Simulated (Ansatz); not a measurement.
Relaxed-ion elastic tensor of CaO (zinc blende, space group No. 216) in GPa (Voigt order), DFT-r²SCAN in the program Ansatz with PAW potentials; density 2.63 g/cm³, 17.71 Å³ per atom.

```
92.6  77.5  77.5   0.0   0.0   0.0
77.5  92.6  77.5   0.0   0.0   0.0
77.5  77.5  92.6   0.0   0.0   0.0
 0.0   0.0   0.0  38.0   0.0   0.0
 0.0   0.0   0.0   0.0  38.0   0.0
 0.0   0.0   0.0   0.0   0.0  38.0
```

Question: Is the crystal mechanically stable?

Answer: Yes: the smallest eigenvalue of C is 15.1 GPa.

Question: Work out the Voigt, Reuss and Hill averages.

Answer: K_V = 82.5, K_R = 82.5, K_H = 82.5; G_V = 25.8, G_R = 14.5, G_H = 20.2 GPa.

Question: Give Young's modulus, Poisson's ratio, Pugh's ratio and the universal anisotropy index.

Answer: E = 9KG/(3K + G) = 55.9 GPa; ν = 0.39; K/G = 4.09 (ductile by the Pugh limit of 1.75); A_U = 5G_V/G_R + K_V/K_R − 6 = 3.88.

Question: Estimate the sound speeds and the Debye temperature.

Answer: v_l = √((K + 4G/3)/ρ) = 6450 m/s, v_t = √(G/ρ) = 2770 m/s, mean 3130 m/s; Θ = (h/k)(3n/4πV)^(1/3) v_m = 357 K.

Question: Give the Zener ratio and Young's modulus along [100], [110] and [111].

Answer: A = 2C44/(C11 − C12) = 5.04; 1/E = S11 − 2(S11 − S12 − S44/2)Γ with Γ = 0, 1/4, 1/3 gives 22.0, 52.7, 98.8 GPa.

Question: Solve the Christoffel equation for the three sound speeds along [100], [110], [111].

Answer: Eigenvalues of C_ijkl n_j n_l equal ρv² (piezoelectric stiffening left out). In km/s, slowest first: [100] 3.80, 3.80, 5.93; [110] 1.69, 3.80, 6.84; [111] 2.59, 2.59, 7.12.

Space group F-43m (zinc blende). The start of the workflow was typed in or built on a structure type; neither database checked (COD, Materials Project) lists it. It is not the phase usual at ambient conditions (space group No. 225). The r²SCAN relaxation kept the symmetry of its start; whether a distortion lowers the energy is not shown.

Potentials: the earlier of the program's two PAW sets.
